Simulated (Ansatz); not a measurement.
## Li$_{3}$Au: computed DOS

Space group Fm-3m (No. 225). a = 6.213 Å, b = 6.213 Å, c = 6.213 Å, α = 90.00°, β = 90.00°, γ = 90.00°
```json
{"atom": "Li", "site": "8c", "symmetry": "-43m", "x": "0.2500", "y": "0.7500", "z": "0.7500"}
{"atom": "Li", "site": "4b", "symmetry": "m-3m", "x": "0.5000", "y": "0.0000", "z": "0.0000"}
{"atom": "Au", "site": "4a", "symmetry": "m-3m", "x": "0.0000", "y": "0.0000", "z": "0.0000"}
```

The runs use the primitive cell with vectors (0.000, 3.107, 3.107), (3.107, 0.000, 3.107), (3.107, 3.107, 0.000) Å, to which the k mesh refers.

The structure is cubic, space group Fm-3m (No. 225). Conventional cell: a = 6.213 Å, b = 6.213 Å, c = 6.213 Å, α = 90.00°, β = 90.00°, γ = 90.00°. Around Li (site symmetry -43m) lie 4 Li at 2.69 Å and 4 Au at 2.69 Å. Li (site symmetry m-3m) has 8 Li at 2.69 Å as nearest neighbours. Au (site symmetry m-3m) is surrounded by 8 Li at 2.69 Å.

The cell is the one relaxed in the Materials Project (mp-11247), not relaxed further here; entries there can be hypothetical.

No spin–orbit coupling, which matters for the heavy atoms here.

Level of theory: Ansatz 0.2.0, DFT, LDA, all-electron LAPW, scalar-relativistic.

Sampling and basis: a Γ-centred 11×11×11 k mesh, Fermi–Dirac smearing of 0.03 eV, basis error target 0.5 meV/atom, no spin polarisation.

States per eV and cell, averaged over 0.4 eV, from -6.2 to 4.0 eV, with energies (bin centres) from the Fermi level; empty bins are left out. The partial columns, the largest 3 alone, are projections on Löwdin-orthogonalised atomic shells (those that the program's projection atoms carry: the occupied ones and, for some elements, an empty d or f shell; other empty shells have no column), summed over atoms of an element. Weights on diffuse s and p shells depend on that basis and aren't pure angular character.

```csv
E (eV),total,Au 5d,Li 2s,Au 6s
-6.1,0.07,0.00,0.04,0.02
-5.7,0.42,0.01,0.25,0.14
-5.3,0.95,0.13,0.43,0.36
-4.9,3.20,1.65,0.62,0.88
-4.5,11.54,10.91,0.36,0.17
-4.1,10.88,10.42,0.20,0.20
-3.7,2.58,1.21,0.22,1.11
-3.3,0.36,0.10,0.02,0.24
-2.1,0.04,0.00,0.04,0.00
-1.7,0.41,0.01,0.35,0.02
-1.3,0.95,0.04,0.78,0.06
-0.9,1.68,0.06,1.28,0.16
-0.5,0.93,0.03,0.61,0.13
-0.1,1.25,0.04,0.73,0.11
0.3,1.56,0.05,0.73,0.10
0.7,1.48,0.04,0.63,0.08
1.1,1.37,0.03,0.51,0.07
1.5,1.22,0.02,0.39,0.06
1.9,1.08,0.02,0.29,0.05
2.3,0.92,0.01,0.20,0.04
2.7,0.74,0.01,0.13,0.03
3.1,0.52,0.00,0.08,0.03
3.5,0.35,0.00,0.05,0.02
3.9,0.35,0.00,0.03,0.02
```

Task: Where is the centre of the filled Au 5d states between -14 eV and the top of the filled states?

Result: -4.30 eV from the Fermi level.
